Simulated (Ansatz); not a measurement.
Al2Au (MoSi2 or CaC2 type), relaxed with r²SCAN (Ansatz, an electronic-structure program, plane waves, PAW): a = b = 3.636 Å, c = 7.654 Å, α = β = γ = 90.00°.

ΔH_f (eV/atom): -0.18
B₀ by P(V) fit (GPa): 95.9

Problem. The same phase is relaxed and computed with PBE in the same code. What are the cell and these values now?

Solution. a = b = 3.6681 Å, c = 7.7161 Å, α = β = γ = 90.00°.

- ΔH_f (eV/atom) = -0.20
- B₀ by P(V) fit (GPa) = 88.0

Constructed cells (a structure type filled with these elements, in neither database checked): Al2Au, MoSi2 or CaC2 type. All cells were relaxed under the symmetry of their starts (and spin orders); stability against distortions was not tested throughout. Spin–orbit coupling is left out wherever it is not named.

Potentials: the earlier of the program's two PAW sets.

Ansatz is a plane-wave DFT program.

Formation energies count from the lowest solids of the elements computed at the same level, not from gases.
